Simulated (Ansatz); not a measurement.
**TiO2 — coordination and ¹⁷O quadrupole coupling**

Cell: an entry of the Crystallography Open Database (COD) whose atoms were relaxed with PBE, the cell held.

Space group Pbca (No. 61); a = 5.1710, b = 9.2110, c = 5.4720 Å.

```
site  Wyckoff  site symmetry       x       y       z
  Ti       8c              1  0.1387  0.1290  0.9059
  O9       8c              1  0.8168  0.0098  0.8511
 O17       8c              1  0.4642  0.2297  0.8920
```

One atom of each set is listed.

Computed with Ansatz: DFT, r2SCAN, plane waves and PAW (field gradients read without the response of the frozen cores, which leaves them typically 4 to 6 % off), scalar-relativistic, 500 eV cutoff, Γ-centred 5×3×5 k-points, Fermi–Dirac smearing 0.02 eV.

Q(¹⁷O) = -25.58 mb.

Q: Order the O environments from the weakest to the strongest quadrupole coupling.
A. O17: 3 Ti at 1.92–2.08 Å
B. O9: 3 Ti at 1.86–2.02 Å

A: B (1.40 MHz, η = 0.95), A (1.68 MHz, η = 0.75).

Like point charges on the first shell alone (each adding as 1/d³) would put O9 above O17: the covalent part of each bond and the atoms beyond the first shell count as well.
